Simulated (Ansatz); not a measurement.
HgS (zinc blende, F-43m) at seven volumes, plane-wave PAW LDA (Ansatz code), scaled uniformly. One row is withheld.

| V (Å³/atom) | P (GPa) |
|---|---|
| 22.331 | 8.00 |
| 23.067 | 4.85 |
| 23.803 | 2.21 |
| 24.539 | 0.00 |
| 25.276 | -1.85 |
| 26.012 | ? |
| 26.748 | -4.70 |

Question: Fit the shown pressures and predict the withheld one.

Answer: Third-order Birch–Murnaghan: P = (3/2)B₀(x^(7/2) − x^(5/2))[1 + (3/4)(B′ − 4)(x − 1)] with x = (V₀/V)^(2/3). Least squares on the six rows gives V₀ = 24.540 Å³/atom, B₀ = 67.31 GPa, B′ = 4.89. At V = 26.012, x = 0.9619 and P = -3.40 GPa. The run itself gave -3.40 GPa.

Symmetry was held in the LDA relaxation. Spin–orbit coupling is left out wherever it is not named.

Potentials: the later of the program's two PAW sets.
